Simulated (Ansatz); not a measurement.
Relaxed-ion elastic tensor of LiCl (rock salt, space group No. 225) in GPa (Voigt order), plane-wave PAW PBEsol (Ansatz code); density 2.17 g/cm³, 16.23 Å³ per atom.

```
63.3  21.0  21.0   0.0   0.0   0.0
21.0  63.3  21.0   0.0   0.0   0.0
21.0  21.0  63.3   0.0   0.0   0.0
 0.0   0.0   0.0  25.5   0.0   0.0
 0.0   0.0   0.0   0.0  25.5   0.0
 0.0   0.0   0.0   0.0   0.0  25.5
```

Problem. Is the crystal mechanically stable?

Solution. Yes: the smallest eigenvalue of C is 25.5 GPa.

Problem. Work out the Voigt, Reuss and Hill averages.

Solution. K_V = 35.1, K_R = 35.1, K_H = 35.1; G_V = 23.7, G_R = 23.5, G_H = 23.6 GPa.

Problem. Give Young's modulus, Poisson's ratio, Pugh's ratio and the universal anisotropy index.

Solution. E = 9KG/(3K + G) = 57.9 GPa; ν = 0.22; K/G = 1.48 (brittle by the Pugh limit of 1.75); A_U = 5G_V/G_R + K_V/K_R − 6 = 0.04.

Problem. Estimate the sound speeds and the Debye temperature.

Solution. v_l = √((K + 4G/3)/ρ) = 5540 m/s, v_t = √(G/ρ) = 3300 m/s, mean 3660 m/s; Θ = (h/k)(3n/4πV)^(1/3) v_m = 430 K.

Problem. Give the Zener ratio and Young's modulus along [100], [110] and [111].

Solution. A = 2C44/(C11 − C12) = 1.21; 1/E = S11 − 2(S11 − S12 − S44/2)Γ with Γ = 0, 1/4, 1/3 gives 52.8, 59.1, 61.6 GPa.

Space group Fm-3m (rock salt). Symmetry was held in the PBEsol relaxation.

Potentials: the later of the program's two PAW sets.
